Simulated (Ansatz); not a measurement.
Simulated (Ansatz). Plane-wave DFT: natural occupations of the f shells on orthogonalised atomic orbitals at the end of the run, rising, by spin; atoms or cell relaxed as the task says.

```
cell
1.0
    -0.0137   -4.2355    6.6090
     0.0137   -4.2355   -6.6090
     7.3305    4.2355    0.0135
Al Gd Y Ge
8 3 1 8
Direct
  0.5978 0.7423 0.3381
  0.5950 0.7370 0.8329
  0.0930 0.2427 0.3348
  0.0923 0.2368 0.8343
  0.4069 0.2598 0.6674
  0.4040 0.2592 0.1712
  0.8992 0.7622 0.6649
  0.9054 0.7641 0.1690
  0.7534 0.2537 0.0005
  0.7505 0.2500 0.4964
  0.2446 0.7456 0.9959
  0.2515 0.7505 0.5007
  0.2867 0.0461 0.3325
  0.2870 0.0399 0.8315
  0.7875 0.5438 0.3336
  0.7924 0.5469 0.8356
  0.7056 0.9516 0.6673
  0.7144 0.9589 0.1691
  0.2158 0.4586 0.6700
  0.2110 0.4539 0.1664
```

Starting moments (μB): Gd number 1 7, Gd number 2 7, Gd number 3 7; others 0.

- cell charge: 0 e
- spin: collinear
- scf start: atoms
- lower state search: off
- functional: PBEsol
- wave cutoff: 420 eV
- k mesh: 4, 4, 4
- k shift: 0, 0, 0 mesh steps
- gaussian smearing: 0.05 eV
- task: relax cell and atoms

Q: How are the f shells occupied at the end?

A: 

```tsv
shell atom	shell element	shell spin	shell occupation 1 (e)	shell occupation 2 (e)	shell occupation 3 (e)	shell occupation 4 (e)	shell occupation 5 (e)	shell occupation 6 (e)	shell occupation 7 (e)
9	Gd	up	1	1	1	1	1	1	1
9	Gd	down	0.01	0.02	0.02	0.02	0.03	0.03	0.05
10	Gd	up	1	1	1	1	1	1	1
10	Gd	down	0.01	0.02	0.02	0.02	0.03	0.03	0.05
11	Gd	up	1	1	1	1	1	1	1
11	Gd	down	0.01	0.02	0.02	0.02	0.03	0.03	0.05
```

Caveats: Gd without a U keeps its half-filled shell, but its 4f levels lie too near the Fermi level; occupations loosely converged; open f or d shells may hold a state above the lowest.
